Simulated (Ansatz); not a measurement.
# Profile along the Ru–Ru line in Ru (hcp, Mg type)

Ru (hcp, Mg type), conventional cell a = b = 2.705 Å, c = 4.260 Å, α = β = 90.00°, γ = 120.00°. The calculation uses the primitive cell of 2 atoms, to which meshes and values per cell refer.

Fields along a shortest Ru–Ru line of a (1 -1 0 0) plane (2.70 Å), from Ru to Ru, interpolated on the slice's grid (step about 0.1 Å). Level of theory: r2SCAN (plane waves to 500 eV, PAW, scalar-relativistic; Ansatz, an electronic-structure program). k mesh 20×20×11. Near the nuclei the fields are pseudised (PAW); where an atom keeps semicore shells as valence, they peak there. Ru is run without spin polarisation. Ru was relaxed with its symmetry unable to fall.

```json
[
 {"distance from Ru (Å)": "0.00", "valence electron density (e/Å³)": "10.04", "electron localisation function": "x"},
 {"distance from Ru (Å)": "0.27", "valence electron density (e/Å³)": "9.39", "electron localisation function": "x"},
 {"distance from Ru (Å)": "0.54", "valence electron density (e/Å³)": "5.72", "electron localisation function": "0.68"},
 {"distance from Ru (Å)": "0.81", "valence electron density (e/Å³)": "1.76", "electron localisation function": "0.46"},
 {"distance from Ru (Å)": "1.08", "valence electron density (e/Å³)": "0.55", "electron localisation function": "0.25"},
 {"distance from Ru (Å)": "1.35", "valence electron density (e/Å³)": "0.38", "electron localisation function": "0.31"},
 {"distance from Ru (Å)": "1.62", "valence electron density (e/Å³)": "0.55", "electron localisation function": "0.25"},
 {"distance from Ru (Å)": "1.89", "valence electron density (e/Å³)": "1.76", "electron localisation function": "0.46"},
 {"distance from Ru (Å)": "2.16", "valence electron density (e/Å³)": "5.72", "electron localisation function": "0.68"},
 {"distance from Ru (Å)": "2.43", "valence electron density (e/Å³)": "9.39", "electron localisation function": "x"},
 {"distance from Ru (Å)": "2.70", "valence electron density (e/Å³)": "10.04", "electron localisation function": "x"}
]
```

x: too close to a nucleus for the ELF to mean much.

Density on the Ru–Ru line (2.70 Å) at its midpoint: 0.38 e/Å³. ELF at that point: 0.31.
